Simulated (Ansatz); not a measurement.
## Is this Al5GaP6 structure a true minimum?

The cell was found from a structure generator's guess, not taken from experiment.

Level of theory: DFT PBE, scalar-relativistic, plane waves, PAW in Ansatz. Plane waves to 420 eV, a k mesh through Γ of 8×8×2 on the computed 12-atom cell and Gaussian smearing (0.02 eV); no spin polarisation.

The cell below (12 atoms, space group P-4m2 (No. 115)) is relaxed within its symmetry.

```yaml
crystal:
  lattice:
    - [3.89448, 0.00000, 0.00000]
    - [0.00000, 3.89448, 0.00000]
    - [0.00000, 0.00000, 16.51820]
  atoms:
    - { symbol: Al, position: [0.50000, 0.50000, 0.83335] }
    - { symbol: Al, position: [0.00000, 0.00000, 0.66669] }
    - { symbol: Al, position: [0.50000, 0.50000, 0.50000] }
    - { symbol: Al, position: [0.00000, 0.00000, 0.33331] }
    - { symbol: Al, position: [0.50000, 0.50000, 0.16665] }
    - { symbol: Ga, position: [0.00000, 0.00000, 0.00000] }
    - { symbol: P, position: [0.50000, 0.00000, 0.75004] }
    - { symbol: P, position: [0.00000, 0.50000, 0.58334] }
    - { symbol: P, position: [0.50000, 0.00000, 0.41666] }
    - { symbol: P, position: [0.00000, 0.50000, 0.24996] }
    - { symbol: P, position: [0.50000, 0.00000, 0.08369] }
    - { symbol: P, position: [0.00000, 0.50000, 0.91631] }
```

For the test it was strained at random (σ = 1.5 % a component), the atoms were moved at random (σ = 0.10 Å), and all was relaxed again on a coarse 4×4×1 mesh (in the run’s order of axes) with 0.10 eV smearing, with no symmetry imposed.

Q: What happens?

A: It returns, within 1 meV/atom of the unmoved cell on that mesh and with the same symmetry when read at 0.1 Å. So it is stable against the distortions that fit this cell and that this random move excites. Modes that don't fit the cell aren't tested.
